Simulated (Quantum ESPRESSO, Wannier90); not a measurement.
**Wannier functions of Ag (R-3m, model phase)**

```
begin unit_cell_cart
ang
   -1.4730450472    2.5513888636    0.0000000000
   -2.9460900945    0.0000000000    0.0000000000
   -1.4730450472    0.8504629545    7.2046500000
end unit_cell_cart
begin atoms_frac
Ag   0.0000000000  0.0000000000  0.0000000000
Ag   0.2222830000  0.2222830000  0.3331510000
Ag  -0.2222830000 -0.2222830000 -0.3331510000
end atoms_frac
```

Cell from Materials Project (mp-989737), symmetrised, no further relaxation. This isn't the element's usual structure (fcc); take it as a model of another phase. Method: LDA plane waves in Quantum ESPRESSO 7.5 (PseudoDojo norm-conserving files, 69 Ry, no spin polarisation, no spin-orbit coupling), Bloch states on a 6×6×6 mesh through Γ, Wannier90 4.0.1. Density: 16×16×16 mesh, cold smearing 0.01 Ry.

A tight-binding model is made by disentanglement and projection with no localisation steps (num_iter = 0), so the 27 orbitals stay atom-like: hydrogen-like Ag: s;p;d, axes along x, y, z; frozen window up to 1.50 eV relative to the Fermi level. It follows pw.x to 6.5 meV rms for states up to 1.0 eV relative to the Fermi level. Matrix elements depend on this choice of orbitals and windows.

### Question
What are the on-site energies relative to the Fermi level, and how fast do the hoppings decay?

### Answer
```csv
atom,orbitals,energy (eV)
Ag1,s,4.01
Ag1,pz,10.46
Ag1,px py,10.39
Ag1,dz2,-4.09
Ag1,dxz dyz dx2-y2 dxy,-4.06
Ag2,s,4.04
Ag2,pz,10.29
Ag2,px py,10.44
Ag2,dz2,-4.08
Ag2,dxz dyz dx2-y2 dxy,-4.05
Ag3,s,4.04
Ag3,pz,10.29
Ag3,px py,10.44
Ag3,dz2,-4.08
Ag3,dxz dyz dx2-y2 dxy,-4.05
```

```csv
distance of the centres (Å),largest modulus (eV)
2–3,2.7
4–5,0.17
5–6,0.20
6–7,0.076
```
